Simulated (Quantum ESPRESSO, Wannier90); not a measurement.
# HfN (rock salt): Wannier90 run

Structure: Materials Project mp-2828, symmetrised, not relaxed again. COD (Crystallography Open Database) has an entry of this formula and space group (matched by these alone). Method: PBEsol plane waves in Quantum ESPRESSO 7.5 (PseudoDojo norm-conserving files, 68 Ry, no spin polarisation, no spin-orbit coupling), Bloch states on a 12×12×12 mesh through Γ, Wannier90 4.0.1. Density: 12×12×12 mesh, cold smearing 0.01 Ry. Spin-orbit coupling is left out although heavy elements are present.

Input w.win:

```
num_bands = 17
num_wann = 8
exclude_bands = 1-5
num_iter = 0
conv_tol = 1.0e-6
conv_window = 4
dis_num_iter = 1000
dis_conv_tol = 1.0e-6
dis_froz_max = 20.14
write_hr = true
write_u_matrices = true
begin projections
Hf: d
N: p
end projections
begin unit_cell_cart
ang
    0.0000000000    2.2558600000    2.2558600000
    2.2558600000    0.0000000000    2.2558600000
    2.2558600000    2.2558600000    0.0000000000
end unit_cell_cart
begin atoms_frac
Hf   0.0000000000  0.0000000000  0.0000000000
N    0.5000000000  0.5000000000  0.5000000000
end atoms_frac
mp_grid = 12 12 12
begin kpoints
0.0000000000 0.0000000000 0.0000000000
0.0000000000 0.0000000000 0.0833333333
0.0000000000 0.0000000000 0.1666666667
... (1725 more lines: the 12x12x12 mesh through Gamma)
end kpoints
```

On the energy scale of pw.x, whose zero is arbitrary, the Fermi level lies at 18.64 eV. Lines of w_hr.dat (R1 R2 R3 m n Re Im, eV) for R = 0 and one of the shortest lattice vectors, rounded to 0.01 eV, lines under 0.02 eV left out; orbitals in order: Hf1 dz2, Hf1 dxz, Hf1 dyz, Hf1 dx2-y2, Hf1 dxy, N2 pz, N2 px, N2 py.

```
    0    0    0    1    1    23.26     0.00
    0    0    0    6    1    -0.02     0.00
    0    0    0    2    2    20.12     0.00
    0    0    0    6    2     0.04     0.00
    0    0    0    7    2     0.04     0.00
    0    0    0    8    2     0.05     0.00
    0    0    0    3    3    20.12     0.00
    0    0    0    6    3     0.04     0.00
    0    0    0    7    3     0.05     0.00
    0    0    0    8    3     0.04     0.00
    0    0    0    4    4    23.26     0.00
    0    0    0    5    5    20.12     0.00
    0    0    0    6    5     0.05     0.00
    0    0    0    7    5     0.04     0.00
    0    0    0    8    5     0.04     0.00
    0    0    0    1    6    -0.02     0.00
    0    0    0    2    6     0.04     0.00
    0    0    0    3    6     0.04     0.00
    0    0    0    5    6     0.05     0.00
    0    0    0    6    6    15.08     0.00
    0    0    0    2    7     0.04     0.00
    0    0    0    3    7     0.05     0.00
    0    0    0    5    7     0.04     0.00
    0    0    0    7    7    15.08     0.00
    0    0    0    2    8     0.05     0.00
    0    0    0    3    8     0.04     0.00
    0    0    0    5    8     0.04     0.00
    0    0    0    8    8    15.08     0.00
   -1    0    0    1    1    -0.29     0.00
   -1    0    0    3    1    -0.13     0.00
   -1    0    0    4    1    -0.13     0.00
   -1    0    0    2    2     0.29     0.00
   -1    0    0    5    2     0.27     0.00
   -1    0    0    1    3    -0.13     0.00
   -1    0    0    3    3    -1.03     0.00
   -1    0    0    4    3     0.22     0.00
   -1    0    0    7    3    -0.02     0.00
   -1    0    0    1    4    -0.13     0.00
   -1    0    0    3    4     0.22     0.00
   -1    0    0    4    4    -0.14     0.00
   -1    0    0    2    5     0.27     0.00
   -1    0    0    5    5     0.29     0.00
   -1    0    0    2    6    -1.23     0.00
   -1    0    0    6    6     0.14     0.00
   -1    0    0    8    6     0.39     0.00
   -1    0    0    1    7    -1.28     0.00
   -1    0    0    4    7     2.22     0.00
   -1    0    0    7    7    -0.09     0.00
   -1    0    0    5    8    -1.23     0.00
   -1    0    0    6    8     0.39     0.00
   -1    0    0    8    8     0.14     0.00
```
